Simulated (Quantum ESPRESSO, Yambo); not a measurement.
G0W0 results for SrHI

Space group P4/nmm, origin choice 1 (No. 129); a = 4.291 Å, b = 4.291 Å, c = 8.190 Å, α = 90.00°, β = 90.00°, γ = 90.00°

```
atom  site  symmetry       x       y       z
----  ----  --------  ------  ------  ------
H       2a      -4m2  0.0000  0.0000  0.0000
Sr      2c       4mm  0.0000  0.5000  0.1560
I       2c       4mm  0.5000  0.0000  0.3352
```

Cell and atoms were relaxed with PBE+D3(BJ) from Materials Project entry mp-24205, within its symmetry.

Starting point: PBEsol (Quantum ESPRESSO, PseudoDojo norm-conserving, 72 Ry, with spin-orbit coupling). G0W0 in Yambo: 2×2×1 Γ-centred k mesh, 460 bands and a 7 Ry block in the screening, 460 bands in G with the Bruneval-Gonze terminator, plasmon pole fitted at 27.2 eV.

The PBEsol gap along the band path is 2.80 eV, the PBEsol gap between the mesh's edge points (X → M) is 3.36 eV and the G0W0 gap between the same points comes out as 4.87 eV. The PBEsol smallest direct gap on the mesh (at Γ) comes out as 3.80 eV, the G0W0 direct gap at that point comes out as 5.50 eV and the estimate of the fundamental G0W0 gap (path gap plus the correction; the mesh misses a band edge) comes out as 4.31 eV.

```csv
k point,band,E PBEsol (eV),E QP (eV),shift (eV),Z
Γ,VB−2,-0.53,-1.51,-0.98,0.81
Γ,VB−1,-0.11,-1.13,-1.02,0.81
Γ,VB,-0.11,-1.13,-1.02,0.81
Γ,CB,3.70,4.37,0.67,0.83
Γ,CB+1,3.70,4.37,0.67,0.83
X,VB,0.00,-0.99,-0.99,0.80
X,CB,4.14,4.83,0.69,0.82
M,VB,-1.06,-2.15,-1.09,0.78
M,CB,3.36,3.88,0.52,0.83
```

Energies count from the PBEsol valence-band maximum.

Nearest settings tried, and what they do to the gap: 290 bands in W, 290 bands in G: -13 meV; 6 Ry block (249 vectors against 337): -54 meV. Not varied: mesh. So the settings aren't converged at that level. The k mesh is coarse.
